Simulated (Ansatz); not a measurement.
Crystals of one structure type (zinc blende) and one family of elements, relaxed and computed with DFT-r²SCAN in the program Ansatz with PAW potentials.

| crystal | K_Hill (GPa) | G_Hill (GPa) |
|---|---|---|
| GaSb | 53.4 | 34.8 |
| InAs | 57.8 | 28.7 |
| GaAs | 72.5 | ? |
| GaP | 87.8 | 57.9 |
| BP | 169 | 174 |
| AlN | 210 | 132 |
| BN | 391 | 404 |

Fit a straight line to ln G against ln K and predict the withheld value.

Least squares on the 6 shown rows: ln G = 1.27 × ln K + (-1.628), with a scatter of 20.0 %. For GaAs this gives 45.2. The run itself gave 47.9, a miss of 5.6 % of that.

All cells were relaxed under the symmetry of their starts (and spin orders); stability against distortions was not tested throughout. Scalar-relativistic: spin–orbit coupling is off unless named, which matters more the heavier the elements.

Potentials: the earlier of the program's two PAW sets. The files were generated under PBE; for other functionals the program regenerates the frozen cores, and for LDA and PBEsol the local potential too.
